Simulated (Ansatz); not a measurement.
Nb3Cl8 in space group P-3m1 (No. 164; Pearson symbol hP22), r²SCAN+D4 in the plane-wave PAW code Ansatz, all energies at zero smearing, with the estimated change up to a 700 eV cutoff added, with one set of potentials and settings (totals compare only within such a set). Cell of 22 atoms (6 Nb, 16 Cl): -44754.815 eV.

| element | reference phase | E (eV/atom) |
|---|---|---|
| Nb | Im-3m, 1 atoms in the cell | -4563.7680 |
| Cl | Cmce, 4 atoms in the cell | -1083.6956 |

Formation energy per atom, worked out: (-44754.815 − 6×(-4563.7680) − 16×(-1083.6956))/22 = -1.504 eV/atom (-145 kJ per mol of atoms), at 0 K, without zero-point energy or fitted corrections.

The workflow started from a Materials Project entry (that database holds measured and hypothetical structures alike); the Crystallography Open Database copy checked does not list it. Its standing as an ambient phase is unchecked. The cell was relaxed with r²SCAN+D4 under the symmetry of its start; whether a distortion lowers the energy is not shown. No spin polarisation was allowed. The references are the lowest solids computed at this level, not always the standard phases (solids in place of the gases).

Potentials: the earlier of the program's two PAW sets. The files were generated under PBE; for other functionals the program regenerates the frozen cores, and for LDA and PBEsol the local potential too.
